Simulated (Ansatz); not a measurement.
According to plane-wave PAW r²SCAN (Ansatz code), NbAs in the tetragonal phase (I4_1md; Nb on 4a, As on 4a) relaxes to a = 3.457 Å, c = 11.764 Å. Nb has 6 nearest neighbours from 2.62 Å (trigonal prismatic); As has 6 nearest neighbours from 2.62 Å (trigonal prismatic).

Electronic character: no gap, with almost no states at the Fermi level (zero-gap or semimetallic). Gap from r²SCAN with spin–orbit coupling: none (metallic).

An equation-of-state fit gives a bulk modulus of 169 GPa. Bader charges are Nb +1.12, As -1.12 e.

The cell was relaxed with r²SCAN under the symmetry of its start. No spin polarisation was allowed. A small band overlap can be real or an error of a semilocal functional. Scalar-relativistic: spin–orbit coupling is off unless named, which matters more the heavier the elements.

Potentials: the earlier of the program's two PAW sets.
